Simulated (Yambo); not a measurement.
Yambo run on RuP4 (space group P2_1/c, No. 14). The wavefunctions are PBEsol (Quantum ESPRESSO, PseudoDojo norm-conserving, 84 Ry, without SOC) ones on a 2×2×2 mesh (36 occupied bands); a = 4.693 Å, b = 4.686 Å, c = 7.122 Å, α = γ = 90.00°, β = 99.48°.

Yambo input:

```
rim_cut
HF_and_locXC
RandQpts= 1000000
RandGvec= 1 Ry
EXXRLvcs= 84 Ry
VXCRLvcs= 336 Ry
% QPkrange
 1 | 1 | 36 | 37 |
 2 | 2 | 36 | 37 |
 4 | 4 | 36 | 37 |
 5 | 5 | 36 | 37 |
 6 | 6 | 36 | 37 |
 7 | 7 | 36 | 37 |
 8 | 8 | 36 | 37 |
%
```

k points by index: 1 = Γ, 2 = (0, 0, -0.5), 4 = (0, -0.5, -0.5), 5 = (-0.5, 0, 0), 6 = (-0.5, 0, -0.5), 7 = (-0.5, -0.5, 0), 8 = (-0.5, -0.5, -0.5).

Resulting energies as the program prints them:

```
#    K-point    Band    Eo [eV]    Ehf [eV]    Vxc [eV]    Vnlxc [eV]
#
    1    36    -0.542701    -2.979064    -18.57694    -21.01330
    1    37    0.783766    4.840343    -11.39572    -7.339145
    2    36    -0.587977    -2.636756    -15.23666    -17.28544
    2    37    1.293355    5.388989    -12.04500    -7.949363
    4    36    -0.816488    -3.384940    -18.28776    -20.85621
    4    37    0.955724    4.871843    -17.44201    -13.52589
    5    36    -0.402190    -3.056087    -18.50524    -21.15914
    5    37    0.750757    4.614257    -17.42498    -13.56148
    6    36    -0.710887    -3.501500    -17.84135    -20.63197
    6    37    0.969308    5.196033    -16.21621    -11.98949
    7    36    0.000000    -1.741459    -14.34722    -16.08868
    7    37    1.921376    6.239451    -15.21259    -10.89451
    8    36    -0.413757    -2.138065    -12.69678    -14.42109
    8    37    2.594580    7.259527    -11.79311    -7.128163
```
Exchange alone, without screening.

Geometry of the Materials Project entry, not relaxed at this level.

The structure is a Materials Project entry; no match was found in the copy of COD used, and its stability was not checked.
